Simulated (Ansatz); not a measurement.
Relaxed-ion elastic tensor of SiO$_{2}$ in space group I4/mmm (No. 139; Si on 8h, O on 8f, O on 8i) in GPa (Voigt order), r²SCAN (plane waves, PAW; program Ansatz); density 1.91 g/cm³, 17.42 Å³ per atom.

|  | 1 | 2 | 3 | 4 | 5 | 6 |
|---|---|---|---|---|---|---|
| 1 | 134 | 148 | 113 | 0.0 | 0.0 | 0.0 |
| 2 | 148 | 134 | 113 | 0.0 | 0.0 | 0.0 |
| 3 | 113 | 113 | 248 | 0.0 | 0.0 | 0.0 |
| 4 | 0.0 | 0.0 | 0.0 | 50.7 | 0.0 | 0.0 |
| 5 | 0.0 | 0.0 | 0.0 | 0.0 | 50.7 | 0.0 |
| 6 | 0.0 | 0.0 | 0.0 | 0.0 | 0.0 | 39.8 |

Question: Is the crystal mechanically stable?

Answer: No: the smallest eigenvalue of C is -14.7 GPa.

The first step of the workflow began from a Materials Project structure, measured or hypothetical; the Crystallography Open Database copy checked does not list it. It is not the phase usual at ambient conditions (space group No. 92, 152, 154). The r²SCAN relaxation kept the symmetry of its start. At this level the phase is dynamically unstable (imaginary phonons).

Potentials: the later of the program's two PAW sets.
